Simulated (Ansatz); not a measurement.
## Ta: frozen-core PAW against all-electron methods

```
Ta
1.0
     0.00000    2.08890    2.11000
     2.08890    0.00000    2.11000
     2.08890    2.08890    0.00000
Ta
1
Cartesian
  0.0000 0.0000 0.0000
```

The geometry is COD entry 1534932, unchecked; take it as a test cell. The listed cell was then made from it by scaling, straining or moving an atom.

No spin–orbit coupling, which matters for the heavy atoms here.

Levels of theory: DFT, PBEsol, PAW with Ansatz's default frozen-core files, scalar-relativistic (Ansatz 0.2.0); DFT, PBEsol, all-electron PAW with datasets made for the crystal, scalar-relativistic (Ansatz 0.2.0); DFT, PBEsol, all-electron LAPW, scalar-relativistic (Ansatz 0.2.0).

For PAW: a Γ-centred 15×15×15 k mesh, Fermi–Dirac smearing of 0.08 eV, cutoff 420 eV, no spin polarisation; the PAW files were made with PBE, and the program remakes their frozen cores for this functional. The crystal-made all-electron datasets (AE datasets) take a cutoff of 240 eV at this cell. LAPW targets a basis error of 0.5 meV/atom. The Ansatz runs share mesh, smearing and spin set-up. Plane-wave (PAW) pressures include the program's estimate of the Pulay term.

Stress and pressure are positive in compression.

The change that made this cell: equal xx and yy strain of -1 %.

No spin–orbit coupling: at heavy atoms the gradients can be off by tens of per cent for that reason.

In a metal, gradients converge slowly with the k mesh: the values move by tens of per cent from one mesh to another, at times in sign, so only the comparison on one mesh counts.

```tsv
quantity	PAW	AE datasets	LAPW
pressure (GPa)	-2.12	-2.15	-2.15
stress xx (GPa)	-2.63	-2.67	-2.67
stress zz (GPa)	-1.10	-1.12	-1.12
field gradient Vzz at Ta (10²¹ V/m²)	-1.60	-1.53	–
```

PAW's pressure differs from the LAPW value by +0.03 GPa.
